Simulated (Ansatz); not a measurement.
Input:

Relaxed CuI (zinc blende):

```xyz
2
Lattice="0.0000 2.9697 2.9697 2.9697 0.0000 2.9697 2.9697 2.9697 0.0000" Properties=species:S:1:pos:R:3 pbc="T T T"
I      4.4545     4.4545     4.4545
Cu     0.0000     0.0000     0.0000
```

Scan: atom 2 (Cu, nearest neighbour I at 2.572 Å; its periodic images, 4.2 Å or more away, move with it) is displaced along Cartesian z, direction (0.000, 0.000, 1.000) in Cartesian axes, by s. The other atoms stay.

These are PBEsol (plane waves to 420 eV, PAW, scalar-relativistic; Ansatz, a quantum-chemistry and plane-wave program) values and carry that method's errors. k mesh 8×8×8 (Γ-centred), Fermi-Dirac smearing 0.05 eV. The energy includes the smearing's −TS. CuI is run without spin polarisation. CuI was relaxed with its symmetry unable to fall. Spin-orbit coupling is left out, though I is heavy. The zero of ΔE is the undisplaced structure.

The scan covers s from -0.260 to 0.260 Å in 11 points.

Q: Is this a single well or a double well?

A: A single well with its minimum at or next to zero displacement.

Q: Is the energy the same for equal positive and negative displacements?

A: Even: the same for both signs. With its periodic images moving along, the atom's site symmetry in this cell is -43m.

Q: What is the force constant k = d²E/ds² of this move at s = 0?

A: 3.25 eV/Å².

Q: With two atoms in the cell this is the zone-centre optical mode. What wavenumber follows (transverse: no LO-TO term)?

A: 145 cm⁻¹.

(For displaced atoms, the force is minus the slope of the energy, and its curvature is a force constant, which sets phonon frequencies.)
